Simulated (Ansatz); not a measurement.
## Zone-centre phonons of C: input and output

All numbers below come from DFT LDA+D3(BJ), scalar-relativistic, plane waves, PAW (Ansatz 0.2.0).

Launched with:
```bash
ansatz run input.yaml --threads 1 --pin off --max-ram 3072MiB --backend cpu --events-out ev --progress --plain --runs-dir out
```

Input (bare energies are in eV):
```yaml
crystal:
  lattice:
    - [0.0, 2.1161531874, 3.1155338804]
    - [1.223316584, 0.0, 3.1155338804]
    - [1.223316584, 2.1161531874, 0.0]
  atoms:
    - { symbol: C, position: [0.1667101466, 0.8332898534, 0.1667101466] }
    - { symbol: C, position: [0.8332898534, 0.1667101466, 0.8332898534] }
basis:
  ecutwfc: 420
kpoints:
  mp_grid: { grid: [18, 18, 18] }
hamiltonian:
  xc: lda
  dispersion: d3bj
scf:
  occupations: { method: gaussian, width: 0.02 }
output:
  eigenvalues: true
phonons:
  method: dfpt
  eigenvectors: true
```

The end of the output:
```
--- Phonons (Γ-DFPT): 3 representative perturbations + reference, on 865 of 5832 k-points (Σ response iterations 9) ---
  k mesh reduced under 4 symmetry operations, with k and −k counted as one. Each operation leaves every solved displacement unchanged or reverses it
  ASR residual: 2.892e-5 → 0.000e0 eV/Å²; symmetrization residual: 4.263e-14 eV/Å²
  pairwise dispersion correction: d3bj (s6 = 1.0, s8 = 0.7875, a1 = 0.4289, a2_bohr = 4.4407), with the weights of each atom's references fixed at the reference crystal's, and the forces and stress that the weights' published response gives ...
  ASR residual per site (eV/Å²): 2.89e-5 2.89e-5
  Γ frequencies (cm⁻¹): 0.00 0.00 0.00 879.09 1563.71 1584.86
  non-analytic LO–TO correction: not included (Born effective charges unavailable; polar crystals: no LO–TO splitting at Γ)
```

The run took 23 s on 1 thread of AMD EPYC 7R43 64-Core Processor (Zen 3) (shared host), peak memory 0.65 GiB.

Without a gap, frequencies and elastic constants depend on the k mesh and the smearing, soft modes and shear constants most.

This form isn't the element's structure at ambient conditions. The bands only touch here, so at this level the crystal is a zero-gap semiconductor or semimetal, not an ordinary metal.